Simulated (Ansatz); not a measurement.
**5 guesses for PrMo2 and where they end**

All numbers below come from DFT PBE, scalar-relativistic, plane waves, PAW, and for the lanthanide a 4f-in-core norm-conserving potential (Ansatz 0.2.0). Settings: cutoff 660 eV, Γ-centred meshes spaced at most about 0.3 Å⁻¹, and about 0.25 Å⁻¹ or finer for metals (2π included), Gaussian smearing. No spin polarisation in the final relaxations.

Each guess was relaxed in cell and atoms at zero pressure, within the symmetry of its start. Temperature and zero-point effects are left out. Coordination counts all near atoms (those within 1.25 times the shortest distance at each site; a plus sign parts nearer from farther groups).

| guess | made from | start group | V start (Å³/atom) | end group | V end (Å³/atom) | coordination at the end | gap on mesh (eV) | E over the lowest end (meV/atom) |
| --- | --- | --- | --- | --- | --- | --- | --- | --- |
| 1 | HoHg2 type | I4/mmm | 20.7 | I4/mmm (MoSi2 (C11b)) | 20.9 | Pr 14, Mo 4+8 | 0 | 0 |
| 2 | random cell | P4/mmm | 25.1 | ? | ? | ? | ? | ? |
| 3 | CaSi2 type | P-3m1 | 26.9 | P6/mmm (AlB2) | 24.4 | Pr 12+6, Mo 3 | 0 | 149 |
| 4 | FeSi2 type | P4/mmm | 19.3 | P4/mmm | 22.3 | Pr 4+8, Mo 1 | 0 | 699 |
| 5 | ZrO2 type | P4_2/nmc | 21.2 | P4_2/nmc | 24.0 | Pr 4+8, Mo 4+2 | 0 | 355 |

Guess 2 as it starts:

```cif
data_structure
_symmetry_space_group_name_H-M 'P4/mmm'
_symmetry_Int_Tables_number 123
_cell_length_a 3.7537
_cell_length_b 3.7537
_cell_length_c 5.3481
_cell_angle_alpha 90.000
_cell_angle_beta 90.000
_cell_angle_gamma 90.000
_cell_volume 75.36
loop_
_atom_site_label
_atom_site_type_symbol
_atom_site_symmetry_multiplicity
_atom_site_Wyckoff_symbol
_atom_site_fract_x
_atom_site_fract_y
_atom_site_fract_z
_atom_site_occupancy
Pr1 Pr 1 b 0.00000 0.00000 0.50000 1
Mo1 Mo 1 c 0.50000 0.50000 0.00000 1
Mo2 Mo 1 d 0.50000 0.50000 0.50000 1
```

Question: Fill in the missing row: what does this guess relax into, and where does it rank?

Answer: It ends in space group P4/mmm (No. 123), with a = 4.155 Å, c = 4.626 Å, 26.6 Å³/atom and no gap. It lies 1.08 eV/atom over the lowest end, above guess 4 and so the highest of the set. Counting all near atoms, this end has Pr 4, Mo 2 and the lowest (guess 1) has Pr 14, Mo 4+8.

```cif
data_structure
_symmetry_space_group_name_H-M 'P4/mmm'
_symmetry_Int_Tables_number 123
_cell_length_a 4.1550
_cell_length_b 4.1550
_cell_length_c 4.6262
_cell_angle_alpha 90.000
_cell_angle_beta 90.000
_cell_angle_gamma 90.000
_cell_volume 79.87
loop_
_atom_site_label
_atom_site_type_symbol
_atom_site_symmetry_multiplicity
_atom_site_Wyckoff_symbol
_atom_site_fract_x
_atom_site_fract_y
_atom_site_fract_z
_atom_site_occupancy
Pr1 Pr 1 b 0.00000 0.00000 0.50000 1
Mo1 Mo 1 c 0.50000 0.50000 0.00000 1
Mo2 Mo 1 d 0.50000 0.50000 0.50000 1
```

Energies over the elements count from the elements' standard structures at the same level, with no fitted energy shifts.

Question: Is the lowest end bound against the elements?

Answer: No: its formation energy is +0.38 eV/atom. The separate elements lie lower, so it is unstable against them.

A magnetic state wasn't ruled out in cells without spin, among them P4/mmm at 26.6 Å³/atom. Cells relaxed within their symmetry can be saddle points. A lower structure may well exist outside this small set. Some structure types and database cells were kept out of the candidates from the start, so a known form may be missing.

The lanthanide is trivalent by construction, without f bands, f moments or other valences. The reference runs of the other elements, and any phases without the lanthanide, used 420 eV, which shifts energies against them by under 10 meV/atom. The lanthanide's reference is the lowest of its hcp, dhcp and fcc cells.
